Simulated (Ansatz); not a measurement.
This run works on a proposed trial structure, not on a known crystal.

Input and command of a plane-wave DFT calculation in Ansatz:

```yaml
crystal:
  lattice:
    - [3.1882112753, 0.0144393256, 0.008954057]
    - [0.0144393256, 3.2277560187, 0.0141760223]
    - [0.040247254, 0.0637192694, 14.1510950062]
  atoms:
    - { symbol: Mg, position: [0.513931324, 0.5183331578, 0.1477030201] }
    - { symbol: Mg, position: [0.4778924373, 0.4815212449, 0.8625584823] }
    - { symbol: Mg, position: [1.00315035, -0.0692077141, -0.0020970293] }
    - { symbol: Sn, position: [0.0008189254, -0.0257209173, 0.6881321289] }
    - { symbol: Sn, position: [-0.0432743891, -0.0171120282, 0.3016698712] }
    - { symbol: Sn, position: [0.5865621755, 0.6288002788, 0.4934560386] }
    - { symbol: "N", position: [0.4609191768, 0.4833859781, 0.0085774882] }
basis:
  ecutwfc: 420
kpoints:
  mp_grid: { grid: [6, 6, 2] }
hamiltonian:
  xc: pbe
scf:
  occupations: { method: gaussian, width: 0.2 }
  lower_state_search: "off"
output:
  forces: true
  stress: true
  eigenvalues: true
relax:
  adjacent_minimum: "off"
  f_tol: 0.025
  max_steps: 60
  cell: { stress_tol: 0.25 }
```

```bash
ansatz run input.yaml --threads 1 --pin off --max-ram 2560MiB --backend cpu --events-out ev --progress --plain --runs-dir out
```

Processor: Arm Neoverse V2, 1 thread, on a host shared with other jobs.

Estimate time, memory and problem size.

About 4.5 min, peak memory 0.49 GiB. It solves 47 bands at 40 k points (after reduction by symmetry) with about 2977 plane waves (on the last cell), in 87 SCF iterations over 11 ionic steps.
